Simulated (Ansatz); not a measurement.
Relaxed Al2O3 (corundum):

```xyz
10
Lattice="2.4040 1.3879 4.3739 -2.4040 1.3879 4.3739 0.0000 -2.7759 4.3739" Properties=species:S:1:pos:R:3 pbc="T T T"
Al     0.0000     0.0000     4.6205
Al     0.0000     0.0000     1.9403
Al     0.0000     0.0000     8.5011
Al     0.0000     0.0000    11.1813
O     -0.9320     1.3879     7.6543
O     -0.7360    -1.5011     7.6543
O      1.6680     0.1132     7.6543
O      0.9320    -1.3879     5.4673
O      0.7360     1.5011     5.4673
O     -1.6680    -0.1132     5.4673
```

A phonon eigenvector at Γ is frozen into this cell: atom i moves by Q times the vector below, so Q is the largest atomic displacement, in Å. The cell is held.

```json
[
 {"atom": "Al1", "x": "0.000", "y": "0.000", "z": "0.718"},
 {"atom": "Al2", "x": "0.000", "y": "0.000", "z": "0.718"},
 {"atom": "Al3", "x": "0.000", "y": "0.000", "z": "0.718"},
 {"atom": "Al4", "x": "0.000", "y": "0.000", "z": "0.718"},
 {"atom": "O5", "x": "0.000", "y": "-0.590", "z": "-0.807"},
 {"atom": "O6", "x": "0.511", "y": "0.295", "z": "-0.807"},
 {"atom": "O7", "x": "-0.511", "y": "0.295", "z": "-0.807"},
 {"atom": "O8", "x": "0.000", "y": "-0.590", "z": "-0.807"},
 {"atom": "O9", "x": "0.511", "y": "0.295", "z": "-0.807"},
 {"atom": "O10", "x": "-0.511", "y": "0.295", "z": "-0.807"}
]
```

Computed with PBE (plane waves to 420 eV, PAW, scalar-relativistic; Ansatz, an electronic-structure program). k mesh 8×8×8 (Γ-centred), Fermi-Dirac smearing 0.05 eV. E stands for the smeared free energy. Al2O3 was relaxed with its symmetry unable to fall. The PAW data are Ansatz's earlier set. ΔE is measured from the undisplaced structure.

```tsv
Q (Å)	ΔE (meV/cell)
-0.2800	3023
-0.2333	withheld
-0.1867	1353
-0.1400	762
-0.0933	339
-0.0467	85
0.0000	0
0.0467	85
0.0933	339
0.1400	762
0.1867	1353
0.2333	withheld
0.2800	3023
```

Fit an even polynomial form (powers 2, 4) to the given rows and predict ΔE at Q = -0.2333.

Least squares on the 11 given rows: ΔE = (39010)·Q² + (-5699)·Q⁴, in meV/cell with Q in Å; root-mean-square residual 0.2 meV/cell. At -0.2333 the fit gives 2106 meV/cell; the calculation gives 2109 meV/cell, so the interpolation is off by -3 (-0.1 %). The quadratic term alone would give 2123 meV/cell.

(For displaced atoms, the force is minus the slope of the energy, and its curvature is a force constant, which sets phonon frequencies.)
